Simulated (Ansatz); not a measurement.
Profile along the Ge–Ge line in Ge (space group P4_32_12)

Ge (space group P4_32_12)

```cif
data_Ge12
_chemical_formula_sum 'Ge12'
_space_group_name_H-M_alt 'P 1'
_space_group_IT_number 1
_cell_length_a 5.87865
_cell_length_b 5.87865
_cell_length_c 6.89847
_cell_angle_alpha 90.000
_cell_angle_beta 90.000
_cell_angle_gamma 90.000
loop_
_space_group_symop_operation_xyz
  'x, y, z'
loop_
_atom_site_label
_atom_site_type_symbol
_atom_site_fract_x
_atom_site_fract_y
_atom_site_fract_z
_atom_site_occupancy
Ge1 Ge 0.08823 0.08823 0.00000 1
Ge2 Ge 0.41177 0.58823 0.75000 1
Ge3 Ge 0.91177 0.91177 0.50000 1
Ge4 Ge 0.58823 0.41177 0.25000 1
Ge5 Ge 0.17202 0.36996 0.25632 1
Ge6 Ge 0.13004 0.67202 0.00632 1
Ge7 Ge 0.82798 0.63004 0.75632 1
Ge8 Ge 0.86996 0.32798 0.50632 1
Ge9 Ge 0.67202 0.13004 0.99368 1
Ge10 Ge 0.63004 0.82798 0.24368 1
Ge11 Ge 0.32798 0.86996 0.49368 1
Ge12 Ge 0.36996 0.17202 0.74368 1
```

Fields along a shortest Ge–Ge line of a (001) plane (2.46 Å), from Ge to Ge, interpolated on the slice's grid (step about 0.2 Å). All values below come from LDA (plane waves to 420 eV, PAW, scalar-relativistic; Ansatz, a quantum-chemistry and plane-wave program). k mesh 5×5×4. Near the nuclei the fields are pseudised (PAW); where an atom keeps semicore shells as valence, they peak there. Ge was relaxed with its symmetry unable to fall. This is one of several known forms of Ge; the measured ambient cells at hand have space group No. 227.

```csv
distance from Ge (Å),valence electron density (e/Å³),electron localisation function
0.00,50.77,x
0.12,46.29,x
0.25,27.54,x
0.37,12.28,x
0.49,4.74,x
0.61,1.95,0.25
0.74,1.03,0.38
0.86,0.69,0.47
0.98,0.55,0.56
1.11,0.50,0.67
1.23,0.49,0.72
1.35,0.51,0.68
1.48,0.56,0.59
1.60,0.70,0.50
1.72,1.06,0.40
1.84,2.00,0.26
1.97,4.78,x
2.09,12.55,x
2.21,28.09,x
2.34,47.29,x
2.46,56.53,x
```

x: too close to a nucleus for the ELF to mean much.

Density on the Ge–Ge line (2.46 Å) at its midpoint: 0.49 e/Å³. ELF at that point: 0.7. ELF maximum in the middle third of the Ge–Ge line: 0.72, 1.2 Å from Ge.
